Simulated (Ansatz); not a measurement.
An Ansatz (an electronic-structure program) run. Input:

Ansatz 0.2 input:
```yaml
crystal:
  lattice:
    - [4.6836806749, 0.0, 0.0]
    - [0.0, 4.6836806749, 0.0]
    - [0.0, 0.0, 4.6836806749]
  atoms:
    - { symbol: Si, position: [0.1624882645, 0.3375117355, 0.6624882645] }
    - { symbol: Si, position: [0.3375117355, 0.6624882645, 0.1624882645] }
    - { symbol: Si, position: [0.6624882645, 0.1624882645, 0.3375117355] }
    - { symbol: Si, position: [0.8375117355, 0.8375117355, 0.8375117355] }
    - { symbol: Ru, position: [0.8713351913, 0.6286648087, 0.3713351913] }
    - { symbol: Ru, position: [0.6286648087, 0.3713351913, 0.8713351913] }
    - { symbol: Ru, position: [0.3713351913, 0.8713351913, 0.6286648087] }
    - { symbol: Ru, position: [0.1286648087, 0.1286648087, 0.1286648087] }
kpoints:
  mp_grid: { grid: [4, 4, 4] }
hamiltonian:
  xc: hse06
  pseudopotentials: { kind: paw }
magnetization: { noncollinear: true, spin_orbit: true }
scf:
  n_extra_bands: 16
  occupations: { method: gaussian, width: 0.02 }
output:
  eigenvalues: true
  eigenstates:
    e_range: [-9.0, 9.1]
    kpoints:
      - [0.0, 0.25, 0.0]  # VBM
      - [0.0, 0.0, 0.4]  # CBM
      - [0.0, 0.0, 0.0]  # GAMMA
      - [0.5, 0.5, 0.5]  # R
      - [0.5, 0.5, 0.0]  # M
      - [0.0, 0.5, 0.0]  # X
      - [0.5, 0.0, 0.0]  # X_1
```

Output (shortened):

```
Pseudopotential: Si, paw_fr, valence charge 4
Pseudopotential: Ru, paw_fr, valence charge 16
Functional definition: HSE06
non-collinear run that drives no moment, with spin-orbit …
Crystal: 8 atoms, lattice volume = 102.745 Å³
Basis set: ecut = 420 eV, 2007 PW (Γ)
Bands: 96, of which v1, the nominal top of the filled ones, is band 80 counted from 1 (79 counted from 0)
Symmetry: 12 space group operations + 12 with time reversal
k-points: 11 of 64 (time reversal used)
Projection manifold: j_resolved (fully-relativistic pseudo-atomic orbitals)
SCF iter   1: F=—  HF=-26073.040294 eV  |F-HF|=—  |Δ(HF+E_count)|=         —  Δρ=1.21e-1  dr2=1.67e1  dr2_m=0.00e0 (ungated)  ethr=1.00e-1  |M|=0.00e0 ∫|m|=0.00e0 μB  |m|>n=0.0e0 m-floor=0.0e0 τ_xc=0.0e0  β_m=0.30  ⟨swp⟩=3.6  Hψ=3856  notcnv=0
preconditioner: auto → none
SCF iter   2: F=—  HF=-26069.736346 eV  |F-HF|=—  |Δ(HF+E_count)|=    3.30e0  Δρ=4.28e-2  dr2=1.88e0  dr2_m=0.00e0 (ungated)  ethr=2.09e-2  |M|=0.00e0 ∫|m|=0.00e0 μB  |m|>n=0.0e0 m-floor=0.0e0 τ_xc=0.0e0  β_m=0.28  ⟨swp⟩=4.0  Hψ=2722  notcnv=0  defer=4
SCF iter   3: F=—  HF=-26069.367974 eV  |F-HF|=—  |Δ(HF+E_count)|=   3.68e-1  Δρ=2.97e-2  dr2=4.82e-1  dr2_m=0.00e0 (ungated)  ethr=2.35e-3  |M|=0.00e0 ∫|m|=0.00e0 μB  |m|>n=0.0e0 m-floor=0.0e0 τ_xc=0.0e0  β_m=0.47  ⟨swp⟩=3.3  Hψ=2374  notcnv=0
iter 4 solved again at ethr=2.47e-5 eV; its pass at ethr=6.03e-4 eV (dr2=1.98e-2 eV) is discarded
SCF iter   4: F=—  HF=-26069.238203 eV  |F-HF|=—  |Δ(HF+E_count)|=   1.30e-1  Δρ=6.54e-3  dr2=1.98e-2  dr2_m=0.00e0 (ungated)  ethr=2.47e-5  |M|=0.00e0 ∫|m|=0.00e0 μB  |m|>n=0.0e0 m-floor=0.0e0 τ_xc=0.0e0  β_m=0.57  ⟨swp⟩=5.5  Hψ=5086  notcnv=0  defer=34
SCF iter   5: F=—  HF=-26069.234546 eV  |F-HF|=—  |Δ(HF+E_count)|=   3.66e-3  Δρ=9.99e-4  dr2=5.66e-4  dr2_m=0.00e0 (ungated)  ethr=2.47e-5  |M|=0.00e0 ∫|m|=0.00e0 μB  |m|>n=0.0e0 m-floor=0.0e0 τ_xc=0.0e0  β_m=0.59  ⟨swp⟩=3.0  Hψ=2152  notcnv=0  defer=8
SCF iter   6: F=—  HF=-26069.234547 eV  |F-HF|=—  |Δ(HF+E_count)|=   1.57e-6  Δρ=1.85e-4  dr2=4.20e-5  dr2_m=0.00e0 (ungated)  ethr=7.08e-7  |M|=0.00e0 ∫|m|=0.00e0 μB  |m|>n=0.0e0 m-floor=0.0e0 τ_xc=0.0e0  β_m=0.67  ⟨swp⟩=3.5  Hψ=2504  notcnv=0  defer=8
SCF iter   7: F=-26069.234539 eV  HF=-26069.234539 eV  |F-HF|=9.31e-8  |Δ(HF+E_count)|=   8.27e-6  Δρ=4.04e-5  dr2=5.17e-7  dr2_m=0.00e0 (ungated)  ethr=5.24e-8  |M|=0.00e0 ∫|m|=0.00e0 μB  |m|>n=0.0e0 m-floor=0.0e0 τ_xc=0.0e0  ⟨swp⟩=3.3  Hψ=2365  notcnv=0  defer=7
SCF 1 stopped early in 7 iterations: F = -26069.234539 eV  dr2 = 5.17e-7
Crystal: 8 atoms, lattice volume = 102.745 Å³
Projection manifold: j_resolved (fully-relativistic pseudo-atomic orbitals)
Exchange kernel: α = 0.2500, screened, ω = 0.2079 Å⁻¹, Wigner–Seitz truncation, v(0) = 1043.8007 eV·Å³, q-mesh 4×4×4, nearest image of the exchange supercell L …
Frozen-core exchange: fock
SCF iter   1: F=—  HF=-26069.134078 eV  |F-HF|=—  |Δ(HF+E_count)|=         —  Δρ=1.11e-2  dr2=7.22e-2  dr2_m=0.00e0 (ungated)  ethr=6.46e-9  |M|=0.00e0 ∫|m|=0.00e0 μB  |m|>n=0.0e0 m-floor=0.0e0 τ_xc=0.0e0  β_m=0.30  ⟨swp⟩=9.5  Hψ=6406  notcnv=0
preconditioner: auto → none
SCF iter   2: F=—  HF=-26069.105823 eV  |F-HF|=—  |Δ(HF+E_count)|=   2.83e-2  Δρ=4.83e-3  dr2=1.86e-2  dr2_m=0.00e0 (ungated)  ethr=6.46e-9  |M|=0.00e0 ∫|m|=0.00e0 μB  |m|>n=0.0e0 m-floor=0.0e0 τ_xc=0.0e0  β_m=0.49  ⟨swp⟩=6.0  Hψ=5141  notcnv=0
SCF iter   3: F=—  HF=-26069.156594 eV  |F-HF|=—  |Δ(HF+E_count)|=   5.08e-2  Δρ=4.03e-3  dr2=4.53e-3  dr2_m=0.00e0 (ungated)  ethr=6.46e-9  |M|=0.00e0 ∫|m|=0.00e0 μB  |m|>n=0.0e0 m-floor=0.0e0 τ_xc=0.0e0  β_m=0.49  ⟨swp⟩=6.0  Hψ=5148  notcnv=0
SCF iter   4: F=—  HF=-26069.155245 eV  |F-HF|=—  |Δ(HF+E_count)|=   1.35e-3  Δρ=1.13e-3  dr2=9.60e-4  dr2_m=0.00e0 (ungated)  ethr=6.46e-9  |M|=0.00e0 ∫|m|=0.00e0 μB  |m|>n=0.0e0 m-floor=0.0e0 τ_xc=0.0e0  β_m=0.65  ⟨swp⟩=5.0  Hψ=4172  notcnv=0
SCF iter   5: F=—  HF=-26069.159027 eV  |F-HF|=—  |Δ(HF+E_count)|=   3.78e-3  Δρ=7.89e-4  dr2=2.06e-4  dr2_m=0.00e0 (ungated)  ethr=6.46e-9  |M|=0.00e0 ∫|m|=0.00e0 μB  |m|>n=0.0e0 m-floor=0.0e0 τ_xc=0.0e0  β_m=0.65  ⟨swp⟩=5.0  Hψ=4547  notcnv=0
SCF iter   6: F=-26069.159323 eV  HF=-26069.159330 eV  |F-HF|=7.46e-6  |Δ(HF+E_count)|=   3.03e-4  Δρ=2.36e-4  dr2=2.97e-5  dr2_m=0.00e0 (ungated)  ethr=6.46e-9  |M|=0.00e0 ∫|m|=0.00e0 μB  |m|>n=0.0e0 m-floor=0.0e0 τ_xc=0.0e0  ⟨swp⟩=4.6  Hψ=3560  notcnv=0
SCF 2 stopped early in 6 iterations: F = -26069.159323 eV  dr2 = 2.97e-5
hybrid outer 1: dexx = +7.770e-2 eV, tail = 1.88e-4 eV
Crystal: 8 atoms, lattice volume = 102.745 Å³
Projection manifold: j_resolved (fully-relativistic pseudo-atomic orbitals)
Exchange kernel: α = 0.2500, screened, ω = 0.2079 Å⁻¹, Wigner–Seitz truncation, v(0) = 1043.8007 eV·Å³, q-mesh 4×4×4, nearest image of the exchange supercell L …
Frozen-core exchange: fock
SCF iter   1: F=—  HF=-26069.159263 eV  |F-HF|=—  |Δ(HF+E_count)|=         —  Δρ=1.28e-4  dr2=4.73e-6  dr2_m=0.00e0 (ungated)  ethr=1.18e-6  |M|=0.00e0 ∫|m|=0.00e0 μB  |m|>n=0.0e0 m-floor=0.0e0 τ_xc=0.0e0  β_m=0.30  ⟨swp⟩=4.5  Hψ=2582  notcnv=0
preconditioner: auto → none
SCF iter   2: F=—  HF=-26069.159266 eV  |F-HF|=—  |Δ(HF+E_count)|=   3.13e-6  Δρ=6.65e-5  dr2=1.39e-6  dr2_m=0.00e0 (ungated)  ethr=4.95e-9  |M|=0.00e0 ∫|m|=0.00e0 μB  |m|>n=0.0e0 m-floor=0.0e0 τ_xc=0.0e0  β_m=0.30  ⟨swp⟩=4.2  Hψ=2678  notcnv=0
SCF iter   3: F=—  HF=-26069.159266 eV  |F-HF|=—  |Δ(HF+E_count)|=   1.46e-7  Δρ=4.16e-5  dr2=4.68e-7  dr2_m=0.00e0 (ungated)  ethr=1.36e-9  |M|=0.00e0 ∫|m|=0.00e0 μB  |m|>n=0.0e0 m-floor=0.0e0 τ_xc=0.0e0  β_m=0.60  ⟨swp⟩=2.1  Hψ=1975  notcnv=0  defer=1
iter 4 solved again at ethr=1.06e-11 eV; its pass at ethr=5.35e-10 eV (dr2=8.51e-9 eV) is discarded
SCF iter   4: F=-26069.159266 eV  HF=-26069.159266 eV  |F-HF|=8.86e-9  |Δ(HF+E_count)|=   4.51e-8  Δρ=3.09e-6  dr2=4.26e-8  dr2_m=0.00e0 (ungated)  ethr=1.06e-11  |M|=0.00e0 ∫|m|=0.00e0 μB  |m|>n=0.0e0 m-floor=0.0e0 τ_xc=0.0e0  ⟨swp⟩=4.0  Hψ=4700  notcnv=0  defer=4
SCF 3 converged in 4 iterations: F = -26069.159266 eV  dr2 = 4.26e-8
hybrid outer 2: dexx = +5.191e-6 eV, tail = 1.99e-7 eV, Δε = 2.10e-3 eV (about 7.50e-5 eV left of the loop's levels)
NSCF: frozen V_eff on 7 k-points
hybrid SCF converged: 2 outer / 10 inner (+7 warm-up), last move |dexx| = 5.19e-6 eV, tail = 1.99e-7 eV
Stability not checked (fock_operator)
Magnetization: |M| = 0.0000 μB,  M = (+0.0000, +0.0000, +0.0000) μB
Absolute magnetization: 0.0000 μB (∫|m|)
  site 0: m = (+0.0000, +0.0000, +0.0000) μB, |m| = 0.0000 μB  (R = 0.97 Å)
  site 1: m = (+0.0000, +0.0000, +0.0000) μB, |m| = 0.0000 μB  (R = 0.97 Å)
  site 2: m = (+0.0000, +0.0000, +0.0000) μB, |m| = 0.0000 μB  (R = 0.97 Å)
  site 3: m = (+0.0000, +0.0000, +0.0000) μB, |m| = 0.0000 μB  (R = 0.97 Å)
  site 4: m = (+0.0000, +0.0000, +0.0000) μB, |m| = 0.0000 μB  (R = 0.97 Å)
  site 5: m = (+0.0000, +0.0000, +0.0000) μB, |m| = 0.0000 μB  (R = 0.97 Å)
  site 6: m = (+0.0000, +0.0000, +0.0000) μB, |m| = 0.0000 μB  (R = 0.97 Å)
  site 7: m = (+0.0000, +0.0000, +0.0000) μB, |m| = 0.0000 μB  (R = 0.97 Å)
Free energy (F): -26069.159267 eV
Frozen-core exchange: fock
Harris-Foulkes:  -26069.159267 eV  (|F-HF|=8.86e-9)
Internal energy: -26069.159267 eV  (E = F + TS)
E sigma→0 (E₀):  -26069.159267 eV
Fermi energy:    18.560211 eV
--- Per-component energies (eV) ---
  E_band       = -492.556290
  E_kinetic    = 2249.576327
  E_local      = -6933.271766  (includes V_loc(G=0)·N_el)
  E_nonlocal   = 1462.586804
  E_hartree    = 2471.720825
  E_xc         = -800.337237
  E_vxc        = -925.553204  (∫ρ·V_xc dr)
  E_exx        = -245.284600  (= α·E_x^exact, valence–valence)
  E_paw        = -15848.321861  (= ΣΔE_a)
  E_vpaw       = -798.776021  (= ΣTr[D̂ρ^β])
  E_aug_tail   = -0.000619  (compensation charges beyond the density's cutoff)
  E_ewald      = -8423.656444
  E_core_change = -2.170698  (= ΣΔE_core)
  E_smearing   =  0.000000  (= −TS)
  E_closure    =  0.000000  (closes the sum)
  Σ components = -26069.159267   (vs F -26069.159267, Δ=0.00e0)
  [band-id]    e_kinetic+e_local+e_nonlocal+2·e_hartree+e_vxc+2·e_exx+e_vpaw+e_augmentation_tail = -492.566027   (vs E_band -492.556290, Δ=-9.74e-3)
--- Band table (eV; the first three rows and the last of 11) ---
  k-point 0: bands = ["-58.7883", "-58.7883", "-58.7263", "-58.7263", "-58.7263", "-58.7263", "-58.7263", "-58.7263", "-29.8692", "-29.8692", "-29.8692", "-29.8692", "-29.8558", "-29.8558", "-29.6992", "-29.6992", "-26.5300", "-26.5300", "-26.5009", …
  k-point 1: bands = ["-58.7814", "-58.7814", "-58.7428", "-58.7428", "-58.7241", "-58.7241", "-58.7189", "-58.7189", "-29.8905", "-29.8793", "-29.8760", "-29.8663", "-29.8240", "-29.8176", "-29.7183", "-29.7179", "-26.5627", "-26.5253", "-26.5150", …
  k-point 2: bands = ["-58.7638", "-58.7638", "-58.7638", "-58.7638", "-58.7199", "-58.7199", "-58.7199", "-58.7199", "-29.8888", "-29.8888", "-29.8765", "-29.8765", "-29.7668", "-29.7668", "-29.7644", "-29.7644", "-26.5590", "-26.5590", "-26.4903", …
  k-point 10: bands = ["-58.7419", "-58.7419", "-58.7419", "-58.7419", "-58.7419", "-58.7419", "-58.7419", "-58.7419", "-29.8292", "-29.8292", "-29.8292", "-29.8292", "-29.8292", "-29.8292", "-29.8142", "-29.8142", "-26.5948", "-26.5948", "-26.4344", …
```

Cost: about 20 core-minutes (a rough figure) on shared cores.

The points marked VBM and CBM come from a semilocal run.

Space group P2_13. The cell was relaxed with HSE06 under the symmetry of its start. No spin polarisation was allowed.

Potentials: the later of the program's two PAW sets.

Ansatz is a plane-wave DFT program.
